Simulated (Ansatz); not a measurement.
TePb:
```yaml
crystal:
  lattice:
    - [0.00000, 3.26726, 3.26726]
    - [3.26726, 0.00000, 3.26726]
    - [3.26726, 3.26726, 0.00000]
  atoms:
    - { symbol: Te, position: [0.00000, 0.00000, 0.00000] }
    - { symbol: Pb, position: [0.50000, 0.50000, 0.50000] }
```

Relaxed with r²SCAN. 

### Question
HSE06 on this cell (Ansatz, an electronic-structure program, PAW) gives a gap of 1.20 eV. What does r²SCAN give?

### Answer
1.09 eV.

Cost on shared cores: the r²SCAN run (SCF on a 7×7×7 mesh, then bands and DOS) roughly 40 core-seconds, the HSE06 run (SCF on 6×6×6, then a few points) very roughly 4 core-minutes; the tasks are unlike.

Space group Fm-3m (rock salt). Symmetry was held in the r²SCAN relaxation. Scalar-relativistic: spin–orbit coupling is off unless named, which matters more the heavier the elements.

Potentials: the later of the program's two PAW sets.

Ansatz is a plane-wave DFT program.
